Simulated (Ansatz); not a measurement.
Ti$_{3}$IrC$_{2}$:
```cif
data_C4Ir2Ti6
_chemical_formula_sum 'Ti6 Ir2 C4'
_space_group_name_H-M_alt 'P63/mmc'
_space_group_IT_number 194
_space_group_name_Hall '-P 6c 2c'
_cell_length_a 3.01108
_cell_length_b 3.01108
_cell_length_c 18.14986
_cell_angle_alpha 90.000
_cell_angle_beta 90.000
_cell_angle_gamma 120.000
loop_
_atom_site_label
_atom_site_type_symbol
_atom_site_symmetry_multiplicity
_atom_site_Wyckoff_symbol
_atom_site_fract_x
_atom_site_fract_y
_atom_site_fract_z
_atom_site_occupancy
Ti1 Ti 4 f 0.66667 0.33333 0.13477 1
Ti2 Ti 2 a 0.00000 0.00000 0.00000 1
Ir1 Ir 2 b 0.00000 0.00000 0.25000 1
C1 C 4 f 0.33333 0.66667 0.07144 1
```

Relaxed at zero pressure with DFT-r²SCAN in the program Ansatz with PAW potentials.

The volume is raised by 3 % and shape and atoms relax at that volume. What pressure results, and how do the axes share the change?

-6.6 GPa; a 1.0 %, b 1.0 %, c 0.9 %; the energy rises by 8 meV/atom.

Give the new structure.


Space group P6₃/mmc (No. 194); a = b = 3.042 Å, c = 18.312 Å, α = β = 90.00°, γ = 120.00°

```json
[
 {"atom": "Ti", "site": "4f", "symmetry": "3m.", "x": "0.6667", "y": "0.3333", "z": "0.1344"},
 {"atom": "Ti", "site": "2a", "symmetry": "-3m.", "x": "0.0000", "y": "0.0000", "z": "0.0000"},
 {"atom": "Ir", "site": "2b", "symmetry": "-6m2", "x": "0.0000", "y": "0.0000", "z": "0.2500"},
 {"atom": "C", "site": "4f", "symmetry": "3m.", "x": "0.3333", "y": "0.6667", "z": "0.0714"}
]
```

The phase is kept; no other phase was compared at this pressure.

Space group P6_3/mmc. The start of the workflow was typed in or built on a structure type; neither database checked (COD, Materials Project) lists it. Its standing as an ambient phase is unchecked. The r²SCAN relaxation kept the symmetry of its start; whether a distortion lowers the energy is not shown. The run is not spin-polarised. Spin–orbit coupling is left out wherever it is not named.

Potentials: the earlier of the program's two PAW sets.
